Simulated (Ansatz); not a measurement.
The relaxed structure here is a generated cell of Al: the first start was made by placing the elements on the sites of a structure type, and the end was not matched to a known phase here, so it may be hypothetical. Known forms of Al include space group No. 225.

A relaxed cell of Al (P6/mmm (No. 191)), relaxed on a k-mesh at least as fine as the one used below. These are PBEsol (plane waves to 420 eV, PAW, scalar-relativistic; Ansatz, a first-principles code) values and carry that method's errors. Γ-centred k-mesh 4×8×12 on the run's cell (coarser than for final values), Fermi–Dirac smearing 0.05 eV.

```xyz
4
Lattice="9.0242 0.0000 0.0000 -2.2560 3.9076 0.0000 0.0000 0.0000 2.7266" Properties=species:S:1:pos:R:3 pbc="T T T"
Al     0.0000     2.6051     0.0000
Al     4.5121     2.6051     0.0000
Al     2.2560     1.3025     0.0000
Al     6.7681     1.3025     0.0000
```

The atoms are displaced along an unstable phonon of this cell by (Å):

```json
[
 {"atom": "Al1", "ux": "0.000", "uy": "0.000", "uz": "0.150"},
 {"atom": "Al2", "ux": "0.000", "uy": "0.000", "uz": "-0.150"},
 {"atom": "Al3", "ux": "0.000", "uy": "0.000", "uz": "-0.150"},
 {"atom": "Al4", "ux": "0.000", "uy": "0.000", "uz": "0.150"}
]
```

What forces (eV/Å) and pressure result?


```csv
atom,Fx,Fy,Fz
Al1,0.06,0.03,0.29
Al2,0.06,0.03,-0.29
Al3,-0.06,-0.03,-0.29
Al4,-0.06,-0.03,0.29
```

Pressure -0.4 GPa.

The undisplaced cell is probably no minimum: from this displacement the run went on to Immm (No. 71), 0.28 eV/atom below it.

No spin polarisation in the result.
